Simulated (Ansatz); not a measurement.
LiCl (rock salt, Fm-3m), the program Ansatz at the LDA level (PAW): ε∞ = 3.18, cell volume 30.58 Å³. Infrared-active transverse modes:

| ω_TO (cm⁻¹) | oscillator strength S_xx (e²/amu) |
|---|---|
| 228.3 | 0.2337 |

Task: Compute the static dielectric constant.

Result: Each mode adds (4.921e7/V) S/ω²: 7.22. So ε0 = 10.4.

Task: What LO frequency does the Lyddane–Sachs–Teller relation give?

Result: ω_LO = ω_TO √(ε0/ε∞) = 413 cm⁻¹.

Symmetry was held in the LDA relaxation; phonons on a q-mesh show no instability.

Potentials: the later of the program's two PAW sets.
